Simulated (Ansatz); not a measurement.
BN, h-MgO type (it has left that coordination), relaxed with r2SCAN, was run in the PAW code Ansatz under altered settings. All numbers are computed, without spin polarisation but where a row says otherwise.

```
CELL_PARAMETERS angstrom
2.50084 0.00000 0.00000
-1.25042 2.16579 0.00000
0.00000 0.00000 6.89315
ATOMIC_POSITIONS crystal
B 0.33333 0.66667 0.25000
B 0.66667 0.33333 0.75000
N 0.66667 0.33333 0.25000
N 0.33333 0.66667 0.75000
```

The base run's other keys:
```yaml
kpoints:
  mp_grid: { grid: [6, 6, 2] }
hamiltonian:
  xc: hse06
scf:
  occupations: { method: fixed }
  n_extra_bands: 5
```

It takes 11 iterations with 713 plane waves at 420 eV and 14 k points, and leaves a mean stress of -1.03 GPa. The gap over this mesh is 5.651 eV. It ran on 4 threads of Arm Neoverse N1, with other jobs on the host.

Outcomes, with energy and stress as changes against the base:

| setting | outcome | ΔF (meV/atom) | Δ mean stress (GPa) | gap on the mesh (eV) | iterations | wall time |
| --- | --- | --- | --- | --- | --- | --- |
| hamiltonian.xc: lc_wpbe | converged | – | -0.8 | 10.998 | 13 | 7.6 s |
| hamiltonian.xc: r2scan50 (cutoff then 500 eV) | converged | – | -5.3 | 8.671 | 13 | 9.2 s |
| PBE hybrid, exx coeff 1.5, omega 0.2078 1/Å | refused | – | – | – | – | 0.04 s |
| scf.mixing.preconditioner: none | converged | 0.0 | 0.0 | 5.651 | 11 | 6.5 s |

A dash marks a value that wasn't obtained or can't be compared. Stress is positive in compression. The base took 6.5 s. The base's mesh is coarse for a hybrid, so its own values aren't converged.

- hamiltonian.xc: lc_wpbe. The mean stress moves by -0.8 GPa and the gap on the mesh by +5.347 eV (to 10.998). It's another functional on the same cell, so totals aren't comparable.
- hamiltonian.xc: r2scan50. The cutoff follows the functional, from 420 to 500 eV. The mean stress moves by -5.3 GPa and the gap on the mesh by +3.020 eV (to 8.671). It's another functional on the same cell, so totals aren't comparable.
- PBE hybrid, exx coeff 1.5, omega 0.2078 1/Å. The program doesn't start. Error: invalid value for `hamiltonian.xc.exx.coeff`: must be finite and in (0, 1]; got 1.5

Within 1 meV an atom, 0.1 GPa and 0.005 eV of the base stay: scf.mixing.preconditioner: none.

The program warns that its thresholds are loose for a hybrid's stress.

The meshes of the hybrids are coarse, so their gaps aren't converged to the digits shown.
